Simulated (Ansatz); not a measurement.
**Co: from a starting cell to a relaxed one**

The start is a generated cell, Co built in the omega structure type. A full variable-cell relaxation at zero pressure is run with PBE (plane waves to 420 eV, PAW, scalar-relativistic; Ansatz, a quantum-chemistry and plane-wave program). The first steps use a coarse 9×9×13 k-mesh.

Input geometry:
```
CELL_PARAMETERS angstrom
      3.97112     0.00000     0.00000
     -1.98556     3.43909     0.00000
      0.00000     0.00000     2.41530
ATOMIC_POSITIONS crystal
  Co 0.00000 0.00000 0.00000
  Co 0.33333 0.66667 0.50000
  Co 0.66667 0.33333 0.50000
```
Spin-polarised start, with parallel moments on Co.

```yaml
outcome: The space group stays P6/mmm (No. 191) (the run could not lower it), with 3 atoms in the primitive magnetic cell
energy_released: under 0.01 eV/atom
volume_change: +0.6 %, from 11.00 to 11.06 Å³/atom
Shortest distances (start → end): "The closest pairs of elements (up to four, under 3.6 Å), start → end: Co–Co 2.29 → 2.29 Å"
optimiser_moves: 6
```

The end point of the relaxation:

Space group P6/mmm (No. 191); a = 3.9621 Å, b = 3.9621 Å, c = 2.4401 Å, α = 90.00°, β = 90.00°, γ = 120.00°

| atom | site | symmetry | x | y | z |
|---|---|---|---|---|---|
| Co | 1a | 6/mmm | 0.0000 | 0.0000 | 0.0000 |
| Co | 2d | -6m2 | 0.3333 | 0.6667 | 0.5000 |

Final values are on a 14×14×19 k-mesh of the relaxed cell. Spin state reached: ferromagnetic (net 1.66 μB/atom), from parallel starting moments; other spin orders were not run from this start.

The run could not lose the symmetry of its start; a randomly shaken copy of 6 atoms returns to this structure.

All atoms sit on sites fixed by symmetry, so only the cell could relax.

The relaxed structure here is a generated cell of Co: the first start was made by placing the elements on the sites of a structure type, and the end was not matched to a known phase here, so it may be hypothetical. Known forms of Co include space group No. 194.
